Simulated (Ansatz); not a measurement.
Sb₂Au, DFT, LDA, PAW with Ansatz's default frozen-core files, scalar-relativistic (Ansatz 0.2.0), run on 1 thread of Arm Neoverse V2 on a shared host.

The cell is COD entry 9009002, as deposited and not checked against the literature; nothing was relaxed. The listed cell was then made from it by scaling, straining or moving an atom.

Command: `ansatz run input.yaml --threads 1 --pin off --max-ram 4096MiB --backend cpu --events-out ev --progress --plain --runs-dir out`

```yaml
crystal:
  lattice:
    - [0.0, 3.36128, 3.328]
    - [3.36128, 0.0, 3.328]
    - [3.36128, 3.36128, 0.0]
  atoms:
    - { symbol: Sb, position: [0.25, 0.25, 0.25] }
    - { symbol: Sb, position: [0.75, 0.75, 0.75] }
    - { symbol: Au, position: [0.0, 0.0, 0.0] }
kpoints:
  mp_grid: { grid: [9, 9, 9] }
scf:
  occupations: { method: fermi_dirac, width: 0.08 }
hamiltonian:
  xc: lda
  pseudopotentials: { kind: paw }
output:
  forces: true
  stress: true
  eigenvalues: true
  efg: { contact_densities: true }
  write_density: true
  write_potential: true
  elf: true
  volumetric_format: npy
```

How large is the problem that the program sets up?

75 irreducible k-points, 1459 plane waves at Γ, 30 bands.

Estimate the wall time and the peak memory.

12 s of wall time for 6 SCF iterations, with a peak of 0.48 GiB. Times on shared machines scatter by tens of per cent.

And the same cell and mesh by crystal-made all-electron datasets, asked for forces, stress, eigenvalues, efg, on the same hardware?

13 s, peak memory 0.65 GiB.
